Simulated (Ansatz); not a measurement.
GaAs (CsCl type, Pm-3m) under volume change, the program Ansatz at the r²SCAN level (PAW), scaled uniformly.

```
V (Å³/atom)  E − E(relaxed) (meV/atom)  P (GPa)
-----------  -------------------------  -------
16.995                            38.0     7.71
17.556                            16.1     4.86
18.116                             3.8     2.24
18.676                             0.0    -0.01
19.236                             3.5    -1.91
19.797                            12.9    -3.43
20.357                            27.3    -4.78
```

Problem. What does a third-order Birch–Murnaghan fit give for V₀, B₀ and B′?

Solution. V₀ = 18.68 Å³/atom, B₀ = 67.1 GPa, B′ = 4.2.

The cell is a constructed one: a structure type filled with these elements; neither database checked (COD, Materials Project) lists it. It is not the phase usual at ambient conditions (space group No. 216). The r²SCAN relaxation kept the symmetry of its start. At this level the phase is mechanically unstable.

Potentials: the earlier of the program's two PAW sets.
